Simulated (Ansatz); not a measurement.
Structures of BeMo2: which is lowest?

Plane-wave DFT in Ansatz with scalar-relativistic PAW potentials, cutoff 420 eV, Γ-centred meshes chosen by cell and gap, Gaussian smearing with energies taken to zero width. Every cell was relaxed (cell and atoms) in a run of its own, within the symmetry of its start. Functional: PBE.

Relaxed structures (starts from databases or built by putting these elements on another compound's sites):
A. P4_2/mnm, 6 atoms in the computed cell, a = 5.121 Å, c = 3.283 Å; sites (symmetry × multiplicity) Be m.mm × 2, Mo m.2m × 4; start: built
B. P6/mmm, 3 atoms in the computed cell, a = 4.416 Å, c = 2.567 Å; sites (symmetry × multiplicity) Be 6/mmm × 1, Mo -6m2 × 2; start: built
C. P2_1/m, 6 atoms in the computed cell, a = 2.626 Å, b = 4.224 Å, c = 7.707 Å, β = 98.7°; sites (symmetry × multiplicity) Be m × 2, Mo m × 2 + m × 2; start: built

Problem. Rank them by energy. Could pressure change the order?

Solution.
| structure | group | E − E(lowest) (meV/atom) | V (Å³/atom) | gap on mesh (eV) |
| --- | --- | --- | --- | --- |
| C | P2_1/m | 0.0 | 14.08 | 0.00 |
| B | P6/mmm | 278 | 14.45 | 0.00 |
| A | P4_2/mnm | 582 | 14.35 | 0.00 |

C is lowest, 278 meV/atom under B. The lowest is also the densest of these, so pressure wouldn't bring one of the others in at first order. Other structures may lie lower than all of these, and vibrations aren't counted.